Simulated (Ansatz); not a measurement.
Input:

LiF:
```cif
data_FLi
_chemical_formula_sum 'Li1 F1'
_space_group_name_H-M_alt 'P 1'
_space_group_IT_number 1
_cell_length_a 2.83307
_cell_length_b 2.83307
_cell_length_c 2.83307
_cell_angle_alpha 60.000
_cell_angle_beta 60.000
_cell_angle_gamma 60.000
loop_
_space_group_symop_operation_xyz
  'x, y, z'
loop_
_atom_site_label
_atom_site_type_symbol
_atom_site_fract_x
_atom_site_fract_y
_atom_site_fract_z
_atom_site_occupancy
Li1 Li 0.00000 0.00000 0.00000 1
F1 F 0.50000 0.50000 0.50000 1
```

This is the PBEsol-relaxed structure.

Question: All from PBEsol (plane waves, PAW; program Ansatz), unless another level is named. Estimate the Poisson's ratio.

Answer: 0.21.

Question: Predict the elastic constants (relaxed ions, GPa).

Answer: C11 = 125, C12 = 45.0, C44 = 62.0.

Space group Fm-3m (rock salt). The PBEsol relaxation kept the symmetry of its start.

Potentials: the earlier of the program's two PAW sets. The files were generated under PBE; for other functionals the program regenerates the frozen cores, and for LDA and PBEsol the local potential too.
